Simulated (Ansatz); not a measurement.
**What a change of settings does: Pd (fcc type)**

First run: DFT, LDA, PAW with Ansatz's default frozen-core files, scalar-relativistic (Ansatz 0.2.0).

Command: `ansatz run input.yaml --threads 2 --pin off --max-ram 4096MiB --backend cpu --events-out ev --progress --plain --runs-dir out` It took 3.4 s on 2 threads of Arm Neoverse V2, on a shared host, peak memory 0.34 GiB.

```yaml
crystal:
  lattice:
    - [-1.9209563988, 1.9209563988, 0.0]
    - [0.0, 0.0, 3.8419127976]
    - [1.9209563988, 1.9209563988, 0.0]
  atoms:
    - { symbol: Pd, position: [0.0, 0.0, 0.0] }
    - { symbol: Pd, position: [0.5, 0.5, 0.5] }
kpoints:
  mp_grid: { grid: [13, 10, 13] }
scf:
  occupations: { method: fermi_dirac, width: 0.1 }
hamiltonian:
  xc: lda
  pseudopotentials: { kind: paw }
output:
  forces: true
  stress: true
  eigenvalues: true
  write_density: true
  write_potential: true
  elf: true
  volumetric_format: npy
```

The base cell comes from a relaxation on PAW files under the same functional.

This run: bulk in the slab's orientation.

It converges in 6 SCF iterations at a pressure of -0.07 GPa, cutoff 420 eV.

The input is then changed:

```diff
   occupations: { method: fermi_dirac, width: 0.1 }
+  convergence: { dr2_threshold: 1.0e-14 }
+  max_iter: 80
 hamiltonian:
   eigenvalues: true
-  write_density: true
-  write_potential: true
-  elf: true
-  volumetric_format: npy
```

Question: Does this change harm the result?

Answer: Not here: the run converges in 10 SCF iterations at a pressure of -0.07 GPa, cutoff 420 eV, free energy 0.0 meV/atom against the first run's, and its energy lies within 1 meV/atom of the first run's.
